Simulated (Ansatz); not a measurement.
How far is PAW off for BiTe?

```
Bi Te
1.0
     0.00000    3.20265    3.23500
     3.20265    0.00000    3.23500
     3.20265    3.20265    0.00000
Bi Te
1 1
Direct
  0.00000 0.00000 0.00000
  0.50000 0.50000 0.50000
```

Atom numbers follow the list: Bi1, Te2.

The cell comes from COD entry 9008604, which wasn't checked; take it as a given geometry. The listed cell was then made from it by scaling, straining or moving an atom.

Spin–orbit coupling is left out, though it moves levels of the heavy atoms by tenths of an eV or more.

All numbers are computed: DFT, LDA, PAW with Ansatz's default frozen-core files, scalar-relativistic (Ansatz 0.2.0); DFT, LDA, all-electron PAW with datasets made for the crystal, scalar-relativistic (Ansatz 0.2.0); DFT, LDA, all-electron LAPW, scalar-relativistic (Ansatz 0.2.0).

For PAW: a Γ-centred 10×10×10 k mesh, Fermi–Dirac smearing of 0.08 eV, cutoff 420 eV, no spin polarisation; the PAW files were made with PBE, and the program remakes their frozen cores for this functional. The crystal-made all-electron datasets (AE datasets) take a cutoff of 240 eV at this cell. LAPW targets a basis error of 0.5 meV/atom. The Ansatz runs share mesh, smearing and spin set-up. Plane-wave (PAW) pressures include the program's estimate of the Pulay term.

Stress and pressure are positive in compression.

The change that made this cell: equal xx and yy strain of -1 %.

Spin–orbit coupling is left out, which moves gradients at and beside heavy atoms by some per cent and at worst by a factor of two.

In a metal, gradients converge slowly with the k mesh: the values move by tens of per cent from one mesh to another, at times in sign, so only the comparison on one mesh counts.

| quantity | PAW | AE datasets | LAPW |
| --- | --- | --- | --- |
| pressure (GPa) | -1.86 | -1.84 | -1.84 |
| stress xx (GPa) | -1.62 | -1.60 | -1.60 |
| stress zz (GPa) | -2.33 | -2.31 | -2.31 |
| field gradient Vzz at Bi1 (10²¹ V/m²) | -2.39 | -2.38 | – |
